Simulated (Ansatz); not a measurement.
Ag2S (anti-fluorite, Fm-3m) under volume change, PBEsol in the plane-wave PAW code Ansatz, scaled uniformly.

```
V (Å³/atom)  E − E(relaxed) (meV/atom)  P (GPa)
-----------  -------------------------  -------
17.128                            47.5     9.91
17.693                             ___      ___
18.257                             4.6     2.71
18.822                             0.0     0.00
19.387                             4.1    -2.24
19.951                            15.4    -4.10
20.516                             ___      ___
```

Question: Complete the blanks.

Answer: 
- 17.693, E − E(relaxed) (meV/atom): 19.8
- 17.693, P (GPa): 5.98
- 20.516, E − E(relaxed) (meV/atom): 32.6
- 20.516, P (GPa): -5.64

Question: What does a third-order Birch–Murnaghan fit give for V₀, B₀ and B′?

Answer: V₀ = 18.82 Å³/atom, B₀ = 82.1 GPa, B′ = 5.2.

The workflow started from a Materials Project entry (that database holds measured and hypothetical structures alike); the Crystallography Open Database copy checked does not list it. COD files the formula under space group No. 4, 14. Whether it is the stable phase at ambient conditions was not checked. The cell was relaxed with PBEsol under the symmetry of its start; its stability against distortions is not shown here. No spin polarisation was allowed.

Potentials: the later of the program's two PAW sets.
